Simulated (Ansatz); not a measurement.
## LuCd (Pm-3m): elastic constants by finite strains

Computed with r²SCAN, PAW on Ansatz 0.2.0's default frozen-core files (fitted under PBE), scalar-relativistic; not a measurement.

Cell and atoms were relaxed beforehand by PAW with this functional.

The structure is one entry of a database and needn't be the stable phase.

Launched as:

```sh
ansatz run input.yaml --threads 1 --pin off --max-ram 2560MiB --backend cpu --events-out ev --progress --plain --runs-dir out
```

Input:

```yaml
crystal:
  lattice:
    - [3.64314096627, 0.0, 0.0]
    - [0.0, 3.64314096627, 0.0]
    - [0.0, 0.0, 3.64314096627]
  atoms:
    - { symbol: Lu, position: [0.5, 0.5, 0.5] }
    - { symbol: Cd, position: [0.0, 0.0, 0.0] }
kpoints:
  mp_grid: { grid: [12, 12, 12] }
scf:
  occupations: { method: fermi_dirac, width: 0.05 }
hamiltonian:
  xc: r2scan
  pseudopotentials: { kind: paw }
elastic:
  mode: relaxed_ion
  stencil: four_point
  amplitude: 0.003
```

Output (shortened where marked):

```
Warning: RAYON_NUM_THREADS=1 ignored (pool sized by the plan → 1); use --threads N
Engine: ansatz 0.2.0, aarch64-unknown-linux-gnu
Pseudopotentials: kind: paw
Pseudopotential: Lu, paw, valence charge 25, recommended cutoff 500 eV (meta_gga), Lu.paw.azcp
Pseudopotential: Cd, paw, valence charge 20, recommended cutoff 500 eV (meta_gga), Cd.paw.azcp
Functional definition: r2SCAN
  parameter k0 = 0.174
  parameter k1 = 0.065
  parameter a1 = 4.9479
  exchange = r2scan_x(k0 = k0, k1 = k1, a1 = a1)
  correlation = r2scan_c
Crystal: 2 atoms, lattice volume = 48.354 Å³
Basis set: ecut = 500 eV, 1237 PW (Γ), exchange–correlation on 108×108×108 points (64 copies of the dense FFT grid, shifted against one another)
Bands: 27, of which v1, the nominal top of the filled ones, is band 23 counted from 1 (22 counted from 0)
Symmetry: 48 space group operations
Space group: Pm-3m (ITA 221), of the structure as read, at distance tolerance 3.6e-5 Å
k-points: 84 of 1728
Non-local potential: Lu, projectors of the file, l = 0: 3, l = 1: 2, l = 2: 2, l = 3: 3
Non-local potential: Cd, projectors of the file, l = 0: 3, l = 1: 2, l = 2: 2, l = 3: 1
PAW form: soft (Blöchl's): semilocal exchange-correlation on the pseudo side does not see the compensation charge
PAW frozen core: Lu, regenerated for the run's functional (the file was generated under x = pbe(κ = 0.804, μ = 0.2195149727645171), c = pbe(β = 0.06672455060314922))
PAW frozen core: Cd, regenerated for the run's functional (the file was generated under x = pbe(κ = 0.804, μ = 0.2195149727645171), c = pbe(β = 0.06672455060314922))
PAW one-centre angular grid: Lu, 974 points (default); XC on 160 Gauss nodes
PAW one-centre angular grid: Cd, 590 points (default); XC on 160 Gauss nodes
Initial density: superposition of atomic densities (neutral atoms: chi_scale 0, normalization atom), corrected by the library's trained network
Initial wavefunctions: pseudopotential atomic-orbital guess
Functional: x = r2scan, c = r2scan; τ floored in thin density (d = 2e-4 eV/Å³)
SCF iter   1: F=—  HF=-23012.564353 eV  |F-HF|=—  |Δ(HF+E_count)|=         —  Δρ=8.59e-3  dr2=2.30e-2  dr2_τ=1.65e-2  ethr=1.77e-3  ⟨swp⟩=5.0  Hψ=11068  notcnv=0
preconditioner: auto → Kerker (q_TF=auto, 2.696 Å⁻¹)  [metal: Δε(μ)=0.052 eV  Ē_g=13.250 eV  σ=0.050 eV  W_gap=0.24  n_scr=18 (ndim 8)  ℏωp=31.6 eV  f_vac=0.000  D(μ)=1.26/eV (n_scr^D=6)]
SCF iter   2: F=—  HF=-23012.564814 eV  |F-HF|=—  |Δ(HF+E_count)|=   4.61e-4  Δρ=5.71e-3  dr2=1.32e-2  dr2_τ=3.04e-3  ethr=5.12e-5  ⟨swp⟩=3.2  Hψ=6933  notcnv=0
SCF iter   3: F=—  HF=-23012.554479 eV  |F-HF|=—  |Δ(HF+E_count)|=   1.03e-2  Δρ=3.45e-3  dr2=5.76e-3  dr2_τ=3.12e-4  ethr=2.94e-5  ⟨swp⟩=2.9  Hψ=4928  notcnv=0
SCF iter   4: F=—  HF=-23012.554055 eV  |F-HF|=—  |Δ(HF+E_count)|=   4.24e-4  Δρ=7.56e-4  dr2=2.06e-4  dr2_τ=3.71e-5  ethr=1.28e-5  ⟨swp⟩=2.0  Hψ=4320  notcnv=0
SCF iter   5: F=—  HF=-23012.554076 eV  |F-HF|=—  |Δ(HF+E_count)|=   2.11e-5  Δρ=2.14e-4  dr2=5.38e-5  dr2_τ=9.84e-7  ethr=4.58e-7  ⟨swp⟩=2.1  Hψ=3933  notcnv=0
SCF iter   6: F=—  HF=-23012.554063 eV  |F-HF|=—  |Δ(HF+E_count)|=   1.30e-5  Δρ=5.92e-5  dr2=1.92e-6  dr2_τ=1.01e-7  ethr=1.20e-7  ⟨swp⟩=2.0  Hψ=3871  notcnv=0
[... 111 lines left out ...]
SCF iter   5: F=-23012.553986 eV  HF=-23012.553986 eV  |F-HF|=7.28e-12  |Δ(HF+E_count)|=    0.00e0  Δρ=6.18e-9  dr2=1.83e-14  dr2_τ=1.65e-15  ethr=1.00e-12  ⟨swp⟩=5.0  Hψ=34860  notcnv=0
SCF 10 converged in 5 iterations: F = -23012.553986 eV  dr2 = 1.83e-14
SCF converged after 2 iterations
Free energy (F): -23012.554062 eV
Harris-Foulkes:  -23012.554062 eV  (|F-HF|=7.28e-12)
Internal energy: -23012.543700 eV  (E = F + TS)
E sigma→0 (E₀):  -23012.548881 eV
Entropy (-TS):   -0.010362 eV (-5.181 meV/atom)
Fermi energy:    14.966283 eV
--- Per-component energies (eV) ---
  E_band       = -404.236208
  E_kinetic    = 923.205533
  E_local      = -9440.006779  (includes V_loc(G=0)·N_el)
  E_nonlocal   = 601.036950
  E_hartree    = 4104.815707
  E_xc         = -383.739682
  E_vxc        = -540.220510  (∫ρ·V_xc dr)
  E_paw        = -11485.686259  (= ΣΔE_a)
  E_vpaw       = -191.805766  (= ΣTr[D̂ρ^β])
  E_aug_tail   = 0.000019  (compensation charges beyond the density's cutoff)
  E_vtau       = 33.922934  (kinetic-family band-sum trace: ∫τ·v_τ [+ j·A + Jᵃ·Aᵃ] dr)
  E_ewald      = -7332.281941
  E_core_change = 0.112752  (= ΣΔE_core)
  E_smearing   = -0.010362  (= −TS)
  E_closure    = 0.000000  (closes the sum)
  Σ components = -23012.554062   (vs F -23012.554062, Δ=0.00e0)
--- Forces (eV/Å), atoms counted from 1 ---
  atom   1  Lu     0.00000000    -0.00000000    -0.00000000
  atom   2  Cd     0.00000000     0.00000000    -0.00000000
  max |Σ_I F_I| component: 2.73e-29 eV/Å
--- Stress (GPa, compression-positive) ---
       -0.000009      -0.000000       0.000000
        0.000000      -0.000009       0.000000
       -0.000000       0.000000      -0.000009
  P = ⅓ Tr σ = -0.0000 GPa (-0.000 kbar)
--- Elastic constants: 2 strain directions × 4 members + reference (group order 48) ---
  dense FFT box of the reference and of every strained cell: 27×27×27
  strains applied: 11, 23; error gains: componentwise 1.00 (the most a stress slope's error grows in a printed constant), spectral 1.73 (1 for all six strains in a standard setting)
  C = ∂σ_k/∂η_j (tension-positive GPa; Voigt order 11 22 33 23 13 12):
        92.207     55.920     55.920     -0.000     -0.000     -0.000
        55.920     92.207     55.920     -0.000     -0.000     -0.000
        55.920     55.920     92.207     -0.000     -0.000     -0.000
         0.000     -0.000      0.000     57.251     -0.000      0.000
         0.000     -0.000     -0.000      0.000     57.251     -0.000
        -0.000      0.000     -0.000      0.000      0.000     57.251
  reference stress σ⁰ (GPa):      0.000      0.000      0.000     -0.000     -0.000      0.000
  C* (energy form; C + prestress term) asymmetry max|C*_kj − C*_jk| = 7.105e-15 GPa — a small one proves nothing (zero by symmetry where the batch's group is 432, −43m or m−3m); a large one is finite-difference/SCF noise where ...
  moduli (Voigt/Reuss/Hill, GPa): K = 68.02/68.02/68.02   G = 41.61/30.74/36.18   E = 92.18   ν = 0.274
  mechanically stable: yes (min eigenvalue of sym C = 36.29 GPa)
  strain η (Voigt 11):  stress-route row diagonal C_11 = 92.21 GPa, energy-path curvature d²(F+E_count+ΔE)/dδ²/Ω₀ = 92.21 GPa
    cells at ±δ against ±2δ: C11 92.17 and 92.05 GPa, apart by 0.13 % of the column's largest entry
         δ    σ_11 (GPa)             F (eV)   n_scf  n_hpsi   n_pw
    -6.000e-3      -0.5614      -23012.5535563      13  165062   1239   relax 0 steps, max|allowed force component| 1.34e-29 eV/Å
    -3.000e-3      -0.2788      -23012.5539340       6  113411   1247   relax 0 steps, max|allowed force component| 1.66e-29 eV/Å
     3.000e-3       0.2742      -23012.5539402       6  114419   1253   relax 0 steps, max|allowed force component| 8.68e-30 eV/Å
     6.000e-3       0.5432      -23012.5535718      11  140293   1257   relax 0 steps, max|allowed force component| 1.95e-29 eV/Å
  strain η (Voigt 23):  stress-route row diagonal C_44 = 57.25 GPa, energy-path curvature d²(F+E_count+ΔE)/dδ²/Ω₀ = 57.25 GPa
    cells at ±δ against ±2δ: C44 57.23 and 57.18 GPa, apart by 0.09 % of the column's largest entry
         δ    σ_23 (GPa)             F (eV)   n_scf  n_hpsi   n_pw
    -6.000e-3      -0.3431      -23012.5537545      12  238574   1249   relax 0 steps, max|allowed force component| 1.30e-29 eV/Å
    -3.000e-3      -0.1717      -23012.5539859       5  186702   1253   relax 0 steps, max|allowed force component| 3.16e-30 eV/Å
     3.000e-3       0.1717      -23012.5539859       4  147809   1253   relax 0 steps, max|allowed force component| 6.31e-30 eV/Å
     6.000e-3       0.3431      -23012.5537545      10  234633   1249   relax 0 steps, max|allowed force component| 1.97e-31 eV/Å
```

The calculation finished and met its thresholds.

**Elastic moduli**

Elastic constants of a crystal by Kohn-Sham DFT: slopes of the stress over finite engineering strains of the given cell, Voigt indices, Cartesian axes as in the input; Hill averages of a grain aggregate, Debye temperature from the mean sound speed over directions.

```json
{
  "Bulk modulus": "68.02 GPa",
  "Shear modulus": "36.18 GPa",
  "Young modulus": "92.18 GPa",
  "Poisson ratio": "0.2741",
  "Bulk over shear modulus": "1.88",
  "Elastic anisotropy index": "1.767",
  "Least young modulus": "49.99 GPa",
  "Largest young modulus": "134.1 GPa",
  "Longitudinal sound speed": "3432 m/s",
  "Transverse sound speed": "1915 m/s",
  "Elastic debye temperature": "214.2 K",
  "Linear compressibility (x, y, z)": "4.901, 4.901, 4.901 1/TPa",
  "Zener ratio": "3.155",
  "Cauchy pressure": "-1.33 GPa"
}
```

**Strained cells**

Stress of each strained cell less that at rest, tension positive.

| strain component | strain | stress xx (GPa) | stress yy (GPa) | stress zz (GPa) | stress yz (GPa) | stress xz (GPa) | stress xy (GPa) | relaxation steps |
| --- | --- | --- | --- | --- | --- | --- | --- | --- |
| xx | -0.006 | -0.5614 | -0.3414 | -0.3414 | 0 | 0 | 0 | 0 |
| xx | -0.003 | -0.2788 | -0.1692 | -0.1692 | 0 | 0 | 0 | 0 |
| xx | 0.003 | 0.2742 | 0.1665 | 0.1665 | 0 | 0 | 0 | 0 |
| xx | 0.006 | 0.5432 | 0.3306 | 0.3306 | 0 | 0 | 0 | 0 |
| yz | -0.006 | -0.0046 | -0.0015 | -0.0015 | -0.3431 | 0 | 0 | 0 |
| yz | -0.003 | -0.0012 | -0.0004 | -0.0004 | -0.1717 | 0 | 0 | 0 |
| yz | 0.003 | -0.0012 | -0.0004 | -0.0004 | 0.1717 | 0 | 0 | 0 |
| yz | 0.006 | -0.0046 | -0.0015 | -0.0015 | 0.3431 | 0 | 0 | 0 |

Elastic constants:

```json
{"Pressure at rest": "0 GPa", "Least elastic eigenvalue": "36.29 GPa", "Elastically stable": "yes"}
```

```csv
index,elastic (GPa)
11,92.21
12,55.92
44,57.25
```

Keep in mind: frozen-core PAW files fitted under PBE, their cores solved anew for the functional of the run; responses of metals move with mesh and smearing.

Cost: 6.2 min on 1 thread of Arm Neoverse V2, with other jobs on the host, peak memory 0.73 GiB.
